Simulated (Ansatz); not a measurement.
# ZrSi₃ (AuCu3-type structure)

Method: PBE, scalar-relativistic; no spin polarisation; PAW, 420 eV, 8×8×8 k-mesh, Gaussian smearing of 0.05 eV; code Ansatz. The datasets are Ansatz's generated set soft_2.

```
CELL_PARAMETERS angstrom
3.98994 0.00000 0.00000
0.00000 3.98994 0.00000
0.00000 0.00000 3.98994
ATOMIC_POSITIONS crystal
Zr 0.00000 0.00000 0.00000
Si 0.00000 0.50000 0.50000
Si 0.50000 0.50000 0.00000
Si 0.50000 0.00000 0.50000
```

The start was a prototype's sites filled with these elements, not a measured cell.

The run above is the reference. The same cell was run again with other input settings; several of them aren't fit for production, so the rows show the settings' effect and aren't properties of the material.

```tsv
keys changed	outcome	ΔE (meV/atom)	P (GPa)	gap on the mesh (eV)	cell moment (μB)	largest force component (eV/Å)	SCF iterations	rough core-seconds	new warnings
none (reference)	converged	0.0	0.0	metal	–	0.000	–	–	–
scf.mixing.preconditioner: "kerker_dos"; scf.initial_density.chi_scale: 0.3; kpoints.mp_grid.shift: [0.5, 0.5, 0.5]	converged	7.9	-0.2	metal	–	0.000	8	1.9	–
scf.occupations.method: "gaussian" → "cold"; scf.occupations.width: 0.05 → 0.1; hamiltonian.pseudopotentials: {"kind": "paw", "source": "jth"}	converged	–	0.1	metal	–	0.000	8	2.5	cutoff below recommended; radial quadrature taken
accuracy: "medium"; kpoints.mp_grid.shift: [0.5, 0.5, 0.5]	converged	7.9	-0.2	metal	–	0.000	6	1.2	–
scf.mixing.preconditioner: "kerker_dos"	converged	0.0	0.0	metal	–	0.000	6	1.9	–
scf.convergence.dr2_threshold: 0.0001; scf.initial_density.chi_scale: 0.1	converged	0.0	0.0	metal	–	0.000	5	1.8	force scf threshold loose; stress scf threshold loose
```

ΔE is the energy with the smearing extrapolated to zero. It is left out where the change alters the Hamiltonian or the spin treatment. The varied runs start from atomic densities (corrected by the program's trained start where that serves), with the default search for lower states unless a row changes it.

**Question.** What happens with these changes: hamiltonian.hubbard: {"sites": [{"species": "Zr", "l": "d", "u_eff": 3.0}], "double_counting": "fll"}; accuracy: "low"; kpoints.mp_grid.grid: [8, 8, 8] → [3, 3, 3]?

**Answer.** outcome converged, P (GPa) 1.0, gap on the mesh (eV) metal, largest force component (eV/Å) 0.000, SCF iterations 7, rough core-seconds 1.1, new warnings filled band counts differ across k points.

**Question.** What happens with these changes: hamiltonian.pseudopotentials: {"kind": "nc"}?

**Answer.** outcome converged, P (GPa) -0.1, gap on the mesh (eV) metal, largest force component (eV/Å) 0.000, SCF iterations 7, rough core-seconds 2, new warnings cutoff below recommended.

Changing scf.mixing.preconditioner only steers the path to self-consistency, so the energy stays within 0.5 meV/atom.

Other pseudopotential files need their own cutoff; where it is too low, pressure and moments show the cutoff and not the files.

2 further runs (cut off, refused for memory, with changed atoms or starts, or in doubt) are left out.
